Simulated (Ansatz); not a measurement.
SiC:
```yaml
crystal:
  lattice:
    - [0.00000, 2.17817, 2.17817]
    - [2.17817, 0.00000, 2.17817]
    - [2.17817, 2.17817, 0.00000]
  atoms:
    - { symbol: C, position: [0.75000, 0.75000, 0.75000] }
    - { symbol: Si, position: [0.00000, 0.00000, 0.00000] }
```

Relaxed with r²SCAN.

Q: Give the Bader charges and basin volumes of the independent atoms, the program Ansatz at the r²SCAN level (PAW).

A: 

```json
[
 {"atom": "C1", "Bader charge (e)": "-2.87", "Bader volume (Å³)": "16.4"},
 {"atom": "Si2", "Bader charge (e)": "+2.87", "Bader volume (Å³)": "4.3"}
]
```

Space group F-43m (zinc blende). The r²SCAN relaxation kept the symmetry of its start.

Potentials: the later of the program's two PAW sets.
